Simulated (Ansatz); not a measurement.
Starting cell, Ti (hcp, Mg type):

```
Ti
1.0
    2.93914     0.00000     0.00000
   -1.46957     2.54537     0.00000
    0.00000     0.00000     4.65010
Ti
2
Direct
  0.33333   0.66667   0.75000
  0.66667   0.33333   0.25000
```

In this cell atom 1 (Ti, nearest neighbour Ti at 2.878 Å; its periodic images, 2.9 Å or more away, move with it) is moved by s along Cartesian [111], unit vector (0.577, 0.577, 0.577); all other atoms and the cell stay fixed.

The numbers are results of PBE (plane waves to 420 eV, PAW, scalar-relativistic; Ansatz, a first-principles code), not measurements. k mesh 15×15×8 (Γ-centred), Fermi-Dirac smearing 0.05 eV. Energies are smeared free energies. Left out: 1 of 11 points, with atoms too close for the PAW data. With partly filled bands, energies and forces of such displacements shift with the k mesh and the smearing. Ti is run without spin polarisation. Ti was relaxed with its symmetry unable to fall. The zero of ΔE is the undisplaced structure. The last digit holds for this mesh only.

```json
[
 {"s (Å)": "-0.464", "ΔE (meV/cell)": "247.6"},
 {"s (Å)": "-0.348", "ΔE (meV/cell)": "134.7"},
 {"s (Å)": "-0.232", "ΔE (meV/cell)": "58.2"},
 {"s (Å)": "-0.116", "ΔE (meV/cell)": "14.0"},
 {"s (Å)": "0.000", "ΔE (meV/cell)": "0.0"},
 {"s (Å)": "0.116", "ΔE (meV/cell)": "13.7"},
 {"s (Å)": "0.232", "ΔE (meV/cell)": "56.7"},
 {"s (Å)": "0.348", "ΔE (meV/cell)": "131.0"},
 {"s (Å)": "0.464", "ΔE (meV/cell)": "239.1"},
 {"s (Å)": "0.580", "ΔE (meV/cell)": "382.2"}
]
```

**Question.** What force constant k = d²E/ds² at s = 0 does the table give?

**Answer.** 2.0 eV/Å². It is the second difference of the nearest points, corrected with the next pair.

**Question.** With k = 2.07 eV/Å² from the forces, is the well harmonic out to s = 0.580 Å?

**Answer.** ½ks² = 349 meV/cell against the computed 382 meV/cell, so the well is stiffer than harmonic there.

(A displaced cell: forces are minus the slopes of the energy, force constants its curvatures, and phonons follow from these.)
